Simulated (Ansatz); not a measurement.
Relaxing a structure of MoRu

The relaxed structure here is a generated cell of MoRu: the first start was made by placing the elements on the sites of a structure type, and the end was not matched to a known phase here, so it may be hypothetical.

The start is a generated cell, MoRu placed in the AFLOW prototype AB_oP8_62_c_c (B31, as in MnP). Cell shape, volume and atoms are optimised at zero target pressure with PBEsol (plane waves to 420 eV, PAW, scalar-relativistic; Ansatz, an electronic-structure program). The first steps use a coarse 6×10×5 k-mesh.

Starting cell:
```yaml
crystal:
  lattice:
    - [5.53151, 0.00000, 0.00000]
    - [0.00000, 3.35610, 0.00000]
    - [0.00000, 0.00000, 6.22970]
  atoms:
    - { symbol: Mo, position: [0.50560, 0.25000, 0.69520] }
    - { symbol: Mo, position: [0.00560, 0.25000, 0.80480] }
    - { symbol: Mo, position: [0.49440, 0.75000, 0.30480] }
    - { symbol: Mo, position: [0.99440, 0.75000, 0.19520] }
    - { symbol: Ru, position: [0.68790, 0.25000, 0.06960] }
    - { symbol: Ru, position: [0.18790, 0.25000, 0.43040] }
    - { symbol: Ru, position: [0.31210, 0.75000, 0.93040] }
    - { symbol: Ru, position: [0.81210, 0.75000, 0.56960] }
```

Question: How large is the pressure on the unrelaxed cell, and of which sign?

Answer: +29.6 GPa (positive: the cell is compressed).

Question: Give the final cell and atomic positions.

Answer: 
Space group Pnma (No. 62); a = 5.9501 Å, b = 2.7216 Å, c = 7.4428 Å, α = β = γ = 90.00°

```csv
atom,site,symmetry,x,y,z
Mo,4c,.m.,0.4849,0.2500,0.3097
Ru,4c,.m.,0.1870,0.2500,0.5265
```

The space group stays Pnma (No. 62) (the run could not lower it), with 8 atoms in the primitive cell. Final values are on a 8×17×7 k-mesh of the relaxed cell. No spin polarisation in the result.

The run could not lose the symmetry of its start: the end is stationary, and may be a saddle point rather than a minimum.
